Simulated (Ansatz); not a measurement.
**Computed properties of PtC**

PtC:
```
PtC
1.0
    0.00000     2.33451     2.33451
    2.33451     0.00000     2.33451
    2.33451     2.33451     0.00000
Pt C
1 1
Direct
  0.00000   0.00000   0.00000
  0.25000   0.25000   0.25000
```

Space group F-43m (No. 216), zinc blende; conventional cell a = b = c = 4.669 Å, α = β = γ = 90.00°.

Method: DFT-PBEsol in the program Ansatz with PAW potentials. Structure relaxed to zero pressure with the same functional. Other levels are named where they apply.

Cell and energy:

| Item | Value |
|---|---|
| Volume per atom | 12.72 Å³ |
| Density | 13.51 g/cm³ |
| Formation energy from the elements (no fitted shifts) | 0.88 eV/atom |

Electronic structure:

| Quantity | Value |
|---|---|
| Electronic character | metallic (no gap) |
| Density of states at the Fermi level | 0.42 states/eV per atom (mean over ±0.08 eV) |
| Gap with spin–orbit coupling | none (metallic) |

Mechanics:

| Property | Result |
|---|---|
| Bulk modulus (Birch–Murnaghan fit) | 242 GPa |
| Pressure derivative B′ | 4.7 |
| Elastic constants (relaxed ions, GPa) | C11 = 276, C12 = 226, C44 = 48.3 |
| Mechanical stability | stable (all eigenvalues of C positive) |
| Hill bulk and shear moduli | 243 and 36.9 GPa |
| Young's modulus | 105 GPa |
| Poisson's ratio | 0.43 |
| Debye temperature from the elastic constants | 240 K |

Phonons:

| Property | Value |
|---|---|
| Highest zone-centre frequency | 567 cm⁻¹ |
| Zone-centre stability | no imaginary mode at Γ |

The start of the workflow was typed in or built on a structure type; neither database checked (COD, Materials Project) lists it. Its standing as an ambient phase is unchecked. Symmetry was held in the PBEsol relaxation. The run is not spin-polarised. Its formation energy is positive at this level, so the cell may be metastable or incomplete. As this level gives no gap, shear constants depend on the k-mesh and smearing (Fermi–Dirac, 0.1 eV here). As this level gives no gap, phonon frequencies hold no LO–TO term and depend on the k-mesh and smearing (Fermi–Dirac, 0.1 eV here). The references are the lowest solids computed at this level, not always the standard phases. Spin–orbit coupling is left out wherever it is not named.

Potentials: the later of the program's two PAW sets.
